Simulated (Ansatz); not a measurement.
Space group Cmmm (No. 65). a = 8.332 Å, b = 11.782 Å, c = 4.166 Å, α = 90.00°, β = 90.00°, γ = 90.00°
```json
{"atom": "Sn", "site": "4e", "symmetry": "..2/m", "x": "0.2500", "y": "0.2500", "z": "0.0000"}
{"atom": "Sn", "site": "2d", "symmetry": "mmm", "x": "0.0000", "y": "0.0000", "z": "0.5000"}
{"atom": "Pb", "site": "2c", "symmetry": "mmm", "x": "0.5000", "y": "0.0000", "z": "0.5000"}
{"atom": "S", "site": "4g", "symmetry": "2mm", "x": "0.7556", "y": "0.0000", "z": "0.0000"}
{"atom": "S", "site": "4j", "symmetry": "m2m", "x": "0.5000", "y": "0.7473", "z": "0.5000"}
```

Equation of state of this Sn₃PbS₄ structure (not necessarily the ground state), with shape and atoms relaxed at each volume where symmetry leaves them free. These are results of Ansatz 0.2.0, DFT PBE, scalar-relativistic, plane waves, PAW, not measurements.

Cutoff 420 eV; k points 6×6×8 on the computed 8-atom cell (Γ-centred); Gaussian smearing, width 0.01 eV; no spin polarisation.

```csv
V (Å³/atom),E − E(largest V) (meV/atom),P (GPa),gap on mesh (eV)
22.492,39.40,8.84,0.16
23.259,3.86,6.08,0.25
24.026,-19.46,3.72,0.34
24.792,-32.32,1.70,0.21
25.559,-36.21,-0.03,0.08
26.326,-32.46,-1.48,0.01
27.093,-22.26,-2.75,0.02
28.115,0.00,-4.17,0.02
```

Q: Fit a third-order Birch–Murnaghan equation, E = E0 + (9V0B0/16)·[(x − 1)³B0' + (x − 1)²(6 − 4x)] with x = (V0/V)^(2/3), to E(V).

A: V0 = 25.55 Å³/atom, B0 = 53 GPa, B0' = 4.2.

Spin-orbit coupling is left out, which matters for the bands of heavy elements.

The cell was found from a structure generator's guess, not taken from experiment.
